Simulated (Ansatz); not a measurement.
Notes on a calculation: GdCl₃ in the BiF3-type structure

The computed numbers are results of PBEsol, scalar-relativistic (collinear spin) in the plane-wave PAW code Ansatz at 420 eV, Γ-centred 8×8×8 mesh, 0.05 eV Gaussian smearing. The datasets are Ansatz's generated set soft_2.

The start was a prototype's sites filled with these elements. The Crystallography Open Database lists the compound in space group P63/m, so this is a trial structure.

The first cell:

```
Gd Cl
1.0
     0.00000    3.20793    3.20793
     3.20793    0.00000    3.20793
     3.20793    3.20793    0.00000
Gd Cl
1 3
Cartesian
  0.0000 0.0000 0.0000
  3.2079 3.2079 3.2079
  1.6040 1.6040 1.6040
  4.8119 4.8119 4.8119
```

Starting moments (μB, in the order of the atoms): 7.0, 0.0, 0.0, 0.0.

The first steps of the search for zero pressure:

```csv
run,level,k-mesh,kind,V (Å³/atom),P (GPa),gap on the mesh (eV),largest moment (μB)
1,PBEsol,8×8×8,fixed cell,16.51,21.2,1.41,6.87
2,PBEsol,8×8×8,fixed cell,18.49,6.8,1.12,6.89
```

**Question.** At which volume does PBEsol reach zero pressure?

**Answer.** 20.03 Å³/atom, about 21.4 % over the start.

The steps that followed:

```csv
run,level,k-mesh,kind,V (Å³/atom),P (GPa),E − E(final) (meV/atom),gap on the mesh (eV),largest moment (μB)
3,PBEsol,8×8×8,fixed cell,20.11,-0.3,0.1,0.90,6.89
4,PBEsol,8×8×8,fixed cell,20.03,0.0,0.0,0.91,6.89
```

The cell is relaxed to zero pressure at this level.

The final structure (symmetry read at 0.01 Å). The structure is cubic, space group Fm-3m (No. 225). Conventional cell: a = 6.844 Å, b = 6.844 Å, c = 6.844 Å, α = 90.00°, β = 90.00°, γ = 90.00°. Around Gd (site symmetry m-3m) lie 8 Cl at 2.96 Å. Cl (site symmetry m-3m) has 8 Cl at 2.96 Å as nearest neighbours. Cl (site symmetry -43m) has 4 Gd at 2.96 Å and 4 Cl at 2.96 Å as nearest neighbours. (Shells end 15 % past the nearest neighbour.)

At the final geometry the gap, band path included, is 0.91 eV and the site spin moments are Gd 6.89 μB. The equation of state gives B0 = 71 GPa and B0′ = 4.6. The elastic tensor is not positive definite, so the structure is mechanically unstable (smallest eigenvalue -9.7 GPa). Against the elements' standard states, run alike and uncorrected, the formation energy is -1.91 eV/atom. The runs in the table took roughly 1.8 core-minutes.

**Reading the result.**

Formal charges Gd³⁺, Cl⁻ leave Gd³⁺ with an open 4f⁷ shell. A part-filled shell gives a gap only if something splits it: here on each such atom exchange fills one spin channel and leaves the other empty, so the half-filled shell acts almost as a closed one, and the gap is 0.91 eV.

Hund's first rule gives Gd³⁺ with 7 f electrons 7 unpaired spins, a spin moment of 7 μB; the run has 6.89 μB on Gd (atomic spheres) and 7.16 f electrons on orthogonalised orbitals. The moment is close to the ion's, so in this run the shell is localised and nearly fully polarised.

Semilocal functionals without a U place occupied f levels too high and empty ones too low, so gaps that touch them come out too small. For elements this heavy, spin–orbit coupling would shift levels and gaps; it isn't included here. Site moments are of spin, integrated over atomic spheres. Only parallel moments were tried, so the real magnetic order may be another.
